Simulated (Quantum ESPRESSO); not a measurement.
**Kohn-Sham bands of AlGaN2 (P-4m2)**

```xyz
4
Lattice="3.1409 0.0000 0.0000 0.0000 3.1409 0.0000 0.0000 0.0000 4.4238" Properties=species:S:1:pos:R:3 pbc="T T T"
Al     1.5704     1.5704     2.2119
Ga     0.0000     0.0000     0.0000
N      1.5704     0.0000    -1.1579
N      0.0000     1.5704     1.1579
```

Cell from Materials Project (mp-1008556), symmetrised, no further relaxation. Not found in the COD (Crystallography Open Database) copy used; not checked further. Method: PBEsol plane waves in Quantum ESPRESSO 7.5 (PseudoDojo norm-conserving files, 68 Ry, spinors with spin-orbit coupling), Bloch states on a 8×8×6 mesh through Γ, Wannier90 4.0.1. Density: 10×10×8 mesh, cold smearing 0.01 Ry.

Task: List the Kohn-Sham levels between −8 and 5.8 eV relative to the valence-band maximum at the high-symmetry points, as a band run of pw.x on that density gives them (levels within 2 meV counted together).

Result: 
| point | k (reciprocal lattice) | levels (eV) |
|---|---|---|
| Γ | 0.000 0.000 0.000 | -5.58 (×2), -2.36 (×2), -2.33 (×2), -0.25 (×2), -0.01 (×2), 0.00 (×2), 2.79 (×2), 3.48 (×2) |
| X | 0.000 0.500 0.000 | -5.31 (×2), -4.48 (×2), -2.96 (×2), -2.91 (×2), -1.00 (×2), -0.69 (×2) |
| M | 0.500 0.500 0.000 | -6.10 (×2), -4.99 (×2), -2.32 (×2), -2.28 (×2), -2.27 (×2), -2.26 (×2), 3.20 (×2), 3.22 (×2) |
| Z | 0.000 0.000 0.500 | -3.86 (×2), -2.56 (×2), -1.57 (×2), -1.56 (×2), -1.02 (×2), -1.01 (×2), 5.16 (×2), 5.32 (×2) |
| R | 0.000 0.500 0.500 | -6.85 (×2), -6.24 (×2), -0.97 (×2), -0.87 (×2), -0.62 (×2), -0.57 (×2), 5.14 (×2) |
| A | 0.500 0.500 0.500 | -5.22 (×2), -4.39 (×2), -4.01 (×2), -3.28 (×2), -3.28 (×2), -3.24 (×2) |
